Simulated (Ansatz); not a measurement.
**Cold compression of Al (bcc type)**

```
CELL_PARAMETERS angstrom
-1.60516 1.60516 1.60516
1.60516 -1.60516 1.60516
1.60516 1.60516 -1.60516
ATOMIC_POSITIONS crystal
Al 0.00000 0.00000 0.00000
```

The cell comes from a relaxation on PAW files under the same functional, begun from a prototype that needn't be the stable phase.

Its volume is scaled at fixed shape and fractional positions.

All numbers are PBEsol results (scalar-relativistic) from Ansatz 0.2.0, with a Γ-centred 17×17×17 k mesh, Fermi–Dirac smearing of 0.05 eV, no spin polarisation. Methods: LAPW: all electrons, basis error target 1 meV/atom; PAW: frozen-core files, cutoff 420 eV; crystal datasets: all electrons, by PAW datasets that the program makes for each cell; norm-conserving: pseudopotentials, cutoff 544 eV; PAW (cutoff 250 eV): frozen-core files, cutoff 250 eV.

Energies are extrapolated to zero smearing and count from the unscaled cell; pressure is positive in compression; gaps take the mesh and a band path. No temperature or zero-point motion is included.

The PAW files were made under PBE. The structure type is held throughout; the real material can change phase at far lower pressure.

```csv
V/V0,V (Å³/atom),P LAPW (GPa),ΔE LAPW (eV/atom),P PAW − LAPW (GPa),ΔE PAW − LAPW (meV/atom)
1.00,16.54,0.03,0.000,-0.02,0.0
0.88,14.56,12.39,0.069,0.03,0.1
0.78,12.90,31.1,0.284,0.14,1.0
0.68,11.25,?,0.758,0.35,3.4
0.58,9.59,124.2,1.695,0.77,9.0
0.50,8.27,212.4,3.051,1.16,17.2
0.43,7.11,347.1,5.028,1.15,26.0
```

(1) What belongs in the row "0.68", column "P LAPW (GPa)"?

(2) Fit the Vinet equation to the LAPW pressures over the whole range, with residuals weighted by 1/(|P| + 0.03·Pmax).

(3) At the smallest volume, how far do crystal datasets and norm-conserving and PAW (cutoff 250 eV) lie from LAPW in pressure?

(4) How do the Löwdin populations by LAPW change from the unscaled cell to the last row?

Results:

(1) 63.9.

(2) V0 = 16.56 Å³/atom, B0 = 71.5 GPa and B0′ = 4.57, and the fit misses no point by more than 2.4 GPa. A fit over so wide a range pins B0 less well than one near rest.

(3) crystal datasets: 0.00 GPa; norm-conserving: +2.12 GPa; PAW (cutoff 250 eV): +13.76 GPa, on a LAPW pressure of 347.1 GPa.

(4) Al 2s 1.98 → 1.93, Al 3s 0.99 → 0.68, Al 3p 1.99 → 2.33 electrons an atom. These are projections on the shells that the free atoms fill; 0.05 e a cell lies outside them at the start and 0.08 e at the end.
